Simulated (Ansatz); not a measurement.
The relaxed structure here is a generated cell of TiC: the first start was made by placing the elements on the sites of a structure type, and the end was not matched to a known phase here, so it may be hypothetical. Known forms of TiC include space group No. 225.

A relaxed cell of TiC (P6/mmm (No. 191)), relaxed on a k-mesh at least as fine as the one used below. Calculation: PBEsol (plane waves to 420 eV, PAW, scalar-relativistic; Ansatz, a first-principles code). Γ-centred k-mesh 11×11×11 on the run's cell (coarser than for final values), Fermi–Dirac smearing 0.05 eV.

```
CELL_PARAMETERS angstrom
     10.54383     0.00000     0.00000
     -2.63596     4.56561     0.00000
      5.27192     0.00000     2.94652
ATOMIC_POSITIONS crystal
  Ti 0.25000 0.00000 0.00000
  Ti 0.75000 0.00000 0.00000
  Ti 0.25000 0.50000 0.00000
  Ti 0.75000 0.50000 0.00000
  Ti 0.00000 0.50000 0.00000
  Ti 0.50000 0.50000 0.00000
  C  0.00000 0.00000 0.00000
  C  0.50000 0.00000 0.00000
  C  0.91667 0.66667 0.50000
  C  0.41667 0.66667 0.50000
  C  0.08333 0.33333 0.50000
  C  0.58333 0.33333 0.50000
```

The atoms are displaced along an unstable phonon of this cell by (Å):

```json
[
 {"atom": "Ti1", "ux": "0.000", "uy": "0.000", "uz": "0.000"},
 {"atom": "Ti2", "ux": "0.000", "uy": "0.000", "uz": "0.000"},
 {"atom": "Ti3", "ux": "0.000", "uy": "0.000", "uz": "0.000"},
 {"atom": "Ti4", "ux": "0.000", "uy": "0.000", "uz": "0.000"},
 {"atom": "Ti5", "ux": "0.000", "uy": "0.000", "uz": "0.006"},
 {"atom": "Ti6", "ux": "0.000", "uy": "0.000", "uz": "-0.006"},
 {"atom": "C7", "ux": "0.000", "uy": "0.000", "uz": "0.150"},
 {"atom": "C8", "ux": "0.000", "uy": "0.000", "uz": "-0.150"},
 {"atom": "C9", "ux": "0.014", "uy": "0.008", "uz": "0.000"},
 {"atom": "C10", "ux": "-0.014", "uy": "-0.008", "uz": "0.000"},
 {"atom": "C11", "ux": "0.014", "uy": "0.008", "uz": "0.000"},
 {"atom": "C12", "ux": "-0.014", "uy": "-0.008", "uz": "0.000"}
]
```

Task: What forces (eV/Å) and pressure result?

Result: 
| atom | Fx | Fy | Fz |
|---|---|---|---|
| Ti1 | 0.00 | 0.00 | 0.00 |
| Ti2 | 0.00 | 0.00 | 0.00 |
| Ti3 | 0.00 | 0.00 | 0.00 |
| Ti4 | 0.00 | 0.00 | 0.00 |
| Ti5 | 0.00 | 0.00 | 0.07 |
| Ti6 | 0.00 | 0.00 | -0.07 |
| C7 | 0.00 | 0.00 | 0.53 |
| C8 | 0.00 | 0.00 | -0.53 |
| C9 | 0.03 | 0.02 | 0.00 |
| C10 | -0.02 | -0.01 | 0.00 |
| C11 | 0.02 | 0.01 | 0.00 |
| C12 | -0.03 | -0.02 | 0.00 |

Pressure -0.2 GPa.

The undisplaced cell is probably no minimum: from this displacement the run went on to Immm (No. 71), 0.21 eV/atom below it.

No spin polarisation in the result.
